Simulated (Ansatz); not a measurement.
Squeezing Pb (bcc type)

```yaml
crystal:
  lattice:
    - [-1.93140, 1.93140, 1.93140]
    - [1.93140, -1.93140, 1.93140]
    - [1.93140, 1.93140, -1.93140]
  atoms:
    - { symbol: Pb, position: [0.00000, 0.00000, 0.00000] }
```

The cell comes from a relaxation on PAW files under the same functional, begun from a prototype that needn't be the stable phase.

Its volume is scaled at fixed shape and fractional positions.

All numbers are LDA results (scalar-relativistic) from Ansatz 0.2.0, with a Γ-centred 14×14×14 k mesh, Fermi–Dirac smearing of 0.05 eV, no spin polarisation. Methods: LAPW: all electrons, basis error target 1 meV/atom; PAW: frozen-core files, cutoff 420 eV; crystal datasets: all electrons, by PAW datasets that the program makes for each cell; norm-conserving: pseudopotentials, cutoff 762 eV; PAW (cutoff 300 eV): frozen-core files, cutoff 300 eV.

Energies are extrapolated to zero smearing and count from the unscaled cell; pressure is positive in compression; gaps take the mesh and a band path. No temperature or zero-point motion is included.

Spin–orbit coupling is left out, which matters for the heavy atoms. The PAW files were made under PBE. The structure type is held throughout; the real material can change phase at far lower pressure.

```tsv
V/V0	V (Å³/atom)	P LAPW (GPa)	ΔE LAPW (eV/atom)	P PAW − LAPW (GPa)	ΔE PAW − LAPW (meV/atom)
1.00	28.82	0.03	0.000	-0.01	0.0
0.90	25.94	7.13	0.057	-0.01	-0.2
0.80	23.06	20.2	0.291	-0.02	-0.4
0.70	20.17	?	?	?	?
0.60	17.29	94.3	2.052	0.03	-0.5
0.50	14.41	203.0	4.593	0.18	1.1
0.40	11.53	469.4	10.263	0.87	9.1
```

(1) Fit the Vinet equation to the LAPW pressures shown (residuals weighted by 1/(|P| + 0.03·Pmax)), and predict the pressure of the withheld row.

(2) From the table, what is the rise of the enthalpy H = E + pV up to the last row, and how stiff is the crystal between the last two rows?

(3) At the smallest volume, how far do crystal datasets and norm-conserving and PAW (cutoff 300 eV) lie from LAPW in pressure?

(4) How do the Löwdin populations by LAPW change from the unscaled cell to the last row?

## Answers

(1) The fit gives V0 = 28.95 Å³/atom, B0 = 45.3 GPa and B0′ = 5.89. At 20.17 Å³/atom, x = (V/V0)^(1/3) = 0.8865, and P = 3·B0·(1 − x)/x²·exp[1.5·(B0′ − 1)·(1 − x)] = 45.1 GPa. The run itself gave 45.0 GPa (+0.2 % off) and ΔE = 0.854 eV/atom.

(2) ΔH = 10.263 eV + (469.4 GPa × 11.53 Å³ − 0.03 GPa × 28.82 Å³) × 0.006242 eV/(GPa·Å³) = 44.03 eV/atom, of which pV makes 77 %. The mean bulk modulus there is −ΔP/Δln V = 1190 GPa.

(3) crystal datasets: 0.00 GPa; norm-conserving: +4.59 GPa; PAW (cutoff 300 eV): +0.71 GPa, on a LAPW pressure of 469.4 GPa.

(4) Pb 5s 1.99 → 1.96, Pb 6s 1.79 → 1.48, Pb 5p 6.00 → 5.96, Pb 6p 2.21 → 2.61, Pb 5d 9.99 → 9.92 electrons an atom. These are projections on the shells that the free atoms fill; 0.02 e a cell lies outside them at the start and 0.07 e at the end.
